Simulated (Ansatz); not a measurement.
**Is this Sn₄Se₃S structure a true minimum?**

The structure comes from a generated guess, relaxed at this level; another structure or a mixture of phases may lie lower.

The calculation used DFT PBE, scalar-relativistic, plane waves, PAW in Ansatz 0.2.0. Plane waves to 420 eV, a k mesh through Γ of 8×8×8 on the computed 8-atom cell and Gaussian smearing (0.02 eV); no spin polarisation.

The cell below (8 atoms, space group I4/mmm (No. 139)) is relaxed within its symmetry.

```yaml
crystal:
  lattice:
    - [-3.00691, 3.00691, 6.00814]
    - [3.00691, -3.00691, 6.00814]
    - [3.00691, 3.00691, -6.00814]
  atoms:
    - { symbol: Sn, position: [0.50000, 0.00000, 0.50000] }
    - { symbol: Sn, position: [0.25672, 0.25672, 0.00000] }
    - { symbol: Sn, position: [0.00000, 0.50000, 0.50000] }
    - { symbol: Sn, position: [0.74328, 0.74328, 0.00000] }
    - { symbol: Se, position: [0.75000, 0.25000, 0.50000] }
    - { symbol: Se, position: [0.25000, 0.75000, 0.50000] }
    - { symbol: Se, position: [0.00000, 0.00000, 0.00000] }
    - { symbol: S, position: [0.50000, 0.50000, 0.00000] }
```

For the test it was strained at random (σ = 1.5 % a component), the atoms were moved at random (σ = 0.15 Å), and all was relaxed again on a coarse 4×4×4 mesh (in the run’s order of axes) with 0.20 eV smearing, with no symmetry imposed.

**Question.** Does it come back?

**Answer.** It doesn't return. The energy falls by 7 meV/atom on that mesh, the volume changes by 4.0 %, and the end has space group Cm (No. 8) at a loose tolerance. Relaxed again on an 8×8×6 mesh with 0.02 eV smearing, the new structure lies 6 meV/atom below the first (mesh in the axes of the run's cell; the cell below is made exact in the group named). Space group Cm (No. 8), monoclinic, a = 8.657 Å, b = 8.487 Å, c = 7.379 Å, β = 124.7°. Sn on a site of symmetry 1 has 1 S at 2.73 Å, 4 Se at 2.95–3.13 Å and 1 S at 3.35 Å; Sn on a site of symmetry m has 5 Se at 2.86–3.11 Å and 1 S at 3.27 Å; Se on a site of symmetry 1 has 6 Sn at 2.93–3.13 Å; S has 3 Sn at 2.73–2.75 Å and 3 Sn at 3.27–3.35 Å; 2 more sites not described.

Space group Cm (No. 8). a = 8.657 Å, b = 8.487 Å, c = 7.379 Å, α = 90.00°, β = 124.72°, γ = 90.00°
| atom | site | symmetry | x | y | z |
| --- | --- | --- | --- | --- | --- |
| Sn | 4b | 1 | 0.7610 | 0.7399 | 0.9929 |
| Sn | 2a | m | 0.2653 | 0.5000 | 0.5123 |
| Sn | 2a | m | 0.7690 | 0.5000 | 0.5244 |
| Se | 4b | 1 | 0.9977 | 0.2527 | 0.5084 |
| Se | 2a | m | 0.4858 | 0.5000 | 0.9837 |
| S | 2a | m | 0.9628 | 0.5000 | 0.9770 |
